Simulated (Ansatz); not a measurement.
**Si₃N₄: do the settings matter for the field gradients?**

This input was run with Ansatz:

```yaml
crystal:
  lattice:
    - [7.6044, 0.0, 0.0]
    - [-3.8022, 6.5856035805, 0.0]
    - [0.0, 0.0, 2.9063]
  atoms:
    - { symbol: Si, position: [0.7679797073, 0.1740937654, 0.25] }
    - { symbol: Si, position: [0.5938859419, 0.7679797073, 0.75] }
    - { symbol: Si, position: [0.8259062346, 0.5938859419, 0.25] }
    - { symbol: Si, position: [0.2320202927, 0.8259062346, 0.75] }
    - { symbol: Si, position: [0.4061140581, 0.2320202927, 0.25] }
    - { symbol: Si, position: [0.1740937654, 0.4061140581, 0.75] }
    - { symbol: "N", position: [0.029969278, 0.3298825528, 0.25] }
    - { symbol: "N", position: [0.7000867251, 0.029969278, 0.75] }
    - { symbol: "N", position: [0.6701174472, 0.7000867251, 0.25] }
    - { symbol: "N", position: [0.970030722, 0.6701174472, 0.75] }
    - { symbol: "N", position: [0.2999132749, 0.970030722, 0.25] }
    - { symbol: "N", position: [0.3298825528, 0.2999132749, 0.75] }
    - { symbol: "N", position: [0.6666666667, 0.3333333333, 0.25] }
    - { symbol: "N", position: [0.3333333333, 0.6666666667, 0.75] }
kpoints:
  mp_grid: { grid: [4, 4, 10] }
scf:
  occupations: { method: fermi_dirac, width: 0.02 }
  mixing: { preconditioner: kerker }
hamiltonian:
  xc: pbe
  pseudopotentials: { kind: paw }
output:
  forces: true
  stress: true
  populations: true
  efg:
    quadrupole_moments_barn: { "N": 0.02044 }
    contact_densities: true
```

```sh
ansatz run input.yaml --threads 1 --pin off --max-ram 3072MiB --backend cpu --events-out ev --progress --plain --runs-dir out
```

It converged. Of its output the block on the nuclei alone is shown, without the SCF iterations, energies, forces and stress (one atom of each set):

```
--- PAW observables at the nuclei: V_zz in 10²¹ V/m², potentials from the cell's mean, atoms counted from 1 ---
  atom   1  Si V_zz =    +0.973435   η = 0.4204   by run symmetry: allowed
            electrostatic potential = -1359.916164 V   contact ρ = 12804.221366 e/Å³
  atom   7  N  V_zz =    -4.937316   η = 0.0721   by run symmetry: allowed   C_q = -2.4402 MHz
            electrostatic potential = -516.059104 V   contact ρ = 1411.724619 e/Å³
  atom  13  N  V_zz =    -4.894299   η = 0.0000   by run symmetry: allowed   C_q = -2.4189 MHz
            electrostatic potential = -516.462166 V   contact ρ = 1411.790248 e/Å³
```

**Question.** Can these gradients be trusted, and how do they compare with a run on standard settings?

**Answer.** They agree with the standard run. Against the standard input the change is `scf.mixing.preconditioner`: not typed → kerker. A site carries the number of its first atom; V_zz in 10²¹ V/m².

| site | V_zz standard | η standard | V_zz here | η here |
| --- | --- | --- | --- | --- |
| Si | 0.97 | 0.42 | 0.97 | 0.42 |
| N7 | -4.94 | 0.07 | -4.94 | 0.07 |
| N13 | -4.89 | 0.00 | -4.89 | 0.00 |

All printed values agree. Mixing, solver and start steer the path to self-consistency, not the state that is reached here.

On the reference run: At this cell the PBE pressure is 6 GPa, so with PBE the cell would grow if it were relaxed.
